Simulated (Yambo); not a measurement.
A G0W0@LDA run in Yambo for LiO2H3 (space group P-1, No. 2, within 0.06 Å of C2/m) (4×2×2 Γ-centred k mesh, bands 3 to 164 and a 8 Ry block in the screening, 164 bands in G with the Bruneval-Gonze terminator, plasmon pole fitted at 27.2 eV) gives these matrix elements, in eV, at the band edges ((-0.5, -0.5, -0.5) → Γ):

```
state               E0    <Vxc>     <Σx>  <Σc(E0)>      Z
---------------  -----  -------  -------  --------  -----
valence edge     0.000  -19.565  -25.418     3.704  0.812
conduction edge  4.781  -10.527   -5.862    -3.029  0.872
```

Task: Solve the linearised quasiparticle equation for both states, give the gap, and say how exchange and correlation each act on it.

Result: E = E0 + Z(Σx + Σc − Vxc). Valence: 0.000 + 0.812 × (-25.418 + (3.704) − (-19.565)) = -1.75 eV. Conduction: 4.781 + 0.872 × (-5.862 + (-3.029) − (-10.527)) = 6.21 eV. The gap is 7.95 eV, against 4.78 eV in LDA. Replacing Vxc by bare exchange alone would open it by 10.52 eV; correlation takes back 6.73 eV of that, and Z scales what is left. Nearest settings tried, and what they do to the gap: 127 bands in W, 127 bands in G: -1 meV; 6 Ry block (147 vectors against 229): -116 meV; 6×4×4 mesh: +28 meV. So the settings aren't converged at that level. 

Geometry of the Materials Project entry, not relaxed at this level; primitive cell a = 3.1279 Å, b = 5.5011 Å, c = 5.5089 Å, α = 96.15°, β = 103.63°, γ = 103.24°.

The structure is a Materials Project entry; no match was found in the copy of COD used, and its stability was not checked.

The distance between layers or molecules is the database entry's, not relaxed here. Functionals without dispersion can leave it too large, which widens gaps and weakens the response across layers: the numbers belong to this cell.
